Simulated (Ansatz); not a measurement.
Al:
```
CELL_PARAMETERS angstrom
      2.82709     0.00000     0.00000
     -1.41354     2.44833     0.00000
      0.00000     0.00000    25.32751
ATOMIC_POSITIONS crystal
  Al 0.33333 0.66667 0.86269
  Al 0.66667 0.33333 0.95400
  Al 0.33333 0.66667 0.04600
  Al 0.66667 0.33333 0.13731
  Al 0.00000 0.00000 0.22783
  Al 0.33333 0.66667 0.31856
  Al 0.66667 0.33333 0.40927
  Al 0.00000 0.00000 0.50000
  Al 0.33333 0.66667 0.59073
  Al 0.66667 0.33333 0.68144
  Al 0.00000 0.00000 0.77217
```

Relaxed with r²SCAN. Special points in fractions of this cell's reciprocal vectors: Γ (0.000, 0.000, 0.000); M (0.500, 0.000, 0.000); K (0.333, 0.333, 0.000); A (0.000, 0.000, 0.500); L (0.500, 0.000, 0.500); H (0.333, 0.333, 0.500).

Question: List the band energies nearest the Fermi level at these points for r²SCAN in the plane-wave PAW code Ansatz.

Answer: In eV from the Fermi level; about four levels below and three above (degenerate sets whole), none deeper than 8.9 eV; points with the same levels are listed once.

```json
[
 {"k": "Γ", "below": "-3.48 -3.46 -0.50 -0.49", "above": "2.88 2.88 6.60 6.60"},
 {"k": "M", "below": "-1.99 -1.86 -1.35 -0.01", "above": "0.13 0.20 0.38"},
 {"k": "K", "below": "-1.64 -1.57 -1.57 -0.13", "above": "0.28 0.28 0.86 0.86"},
 {"k": "A", "below": "-5.13 -4.55 -2.05 -2.03", "above": "1.14 1.15 4.70 4.70"},
 {"k": "L", "below": "-1.04 -0.91 -0.85 -0.58", "above": "0.93 1.07 1.72"},
 {"k": "H", "below": "-1.41 -1.41 -1.36 -0.26", "above": "0.11 0.11 1.22"}
]
```

Space group P-3m1. The start of the workflow was typed in or built on a structure type; neither database checked (COD, Materials Project) lists it. It is not the phase usual at ambient conditions (space group No. 225). The cell was relaxed with r²SCAN under the symmetry of its start; whether a distortion lowers the energy is not shown.

Potentials: the earlier of the program's two PAW sets.
